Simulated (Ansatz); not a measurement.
GaIr, DFT, PBEsol, all-electron PAW with datasets made for the crystal, scalar-relativistic (Ansatz 0.2.0), run on 1 thread of Arm Neoverse V2 on a shared host.

The cell is COD entry 1523837, as deposited and not checked against the literature; nothing was relaxed. The listed cell was then made from it by scaling, straining or moving an atom.

Command: `ansatz run input.yaml --threads 1 --pin off --max-ram 3072MiB --backend cpu --events-out ev --progress --plain --runs-dir out`

```yaml
crystal:
  lattice:
    - [3.06408, 0.0, 0.0]
    - [0.0, 3.06408, 0.0]
    - [0.0, 0.0, 3.004]
  atoms:
    - { symbol: Ga, position: [0.0, 0.0, 0.0] }
    - { symbol: Ir, position: [0.5, 0.5, 0.5] }
kpoints:
  mp_grid: { grid: [12, 12, 12] }
scf:
  occupations: { method: fermi_dirac, width: 0.05 }
hamiltonian:
  xc: pbesol
  pseudopotentials: { kind: all_electron, datasets: crystal }
output:
  forces: true
  stress: true
  eigenvalues: true
  efg: { contact_densities: true }
```

Question: How large is the problem that the program sets up?

Answer: 196 irreducible k-points, 341 plane waves at Γ, 24 bands.

Question: Estimate the wall time and the peak memory.

Answer: 30 s of wall time for 11 SCF iterations, with a peak of 0.88 GiB. Times on shared machines scatter by tens of per cent.

Question: And the same cell and mesh by frozen-core PAW, asked for forces, stress, eigenvalues, efg, on the same hardware?

Answer: 6.2 s, peak memory 0.43 GiB.
